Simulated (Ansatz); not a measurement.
Convergence test, ScCu

Theory: DFT PBEsol, scalar-relativistic, plane waves, PAW in Ansatz.

```cif
data_structure
_symmetry_space_group_name_H-M 'P 1'
_symmetry_Int_Tables_number 1
_cell_length_a 3.2930
_cell_length_b 3.2393
_cell_length_c 3.2428
_cell_angle_alpha 89.119
_cell_angle_beta 89.564
_cell_angle_gamma 88.783
_cell_volume 34.58
loop_
_atom_site_label
_atom_site_type_symbol
_atom_site_fract_x
_atom_site_fract_y
_atom_site_fract_z
_atom_site_occupancy
Sc1 Sc 0.46503 0.54021 0.47940 1
Cu1 Cu 0.01575 0.01269 0.99511 1
```

The Γ-centred k-mesh is 10×10×10. The occupation rule is Gaussian smearing, 0.1 eV and the spin treatment is unpolarised. The valence charge of the PAW sets is Sc 11, Cu 19.

The atoms stay fixed while the plane-wave cutoff is varied. ΔE is the energy extrapolated to zero smearing, less that of the reference run (600 eV). The cell was strained and its atoms displaced at random, so that forces don't vanish. Pressure is positive in compression and holds a correction for the finite cutoff (Pulay stress).

```
cutoff (eV)  ΔE (meV/atom) P (GPa) largest change of a force component (eV/Å) plane waves at Γ
        200           8994     5.57                                       0.143               237
        250           1407    -2.54                                       0.158               311
        300            161    -2.64                                       0.009               421
        350           9.63    -2.91                                       0.000               493
        420           1.25    -2.95                                       0.000               691
        600           0.00    -2.94                                       0.000              1179
```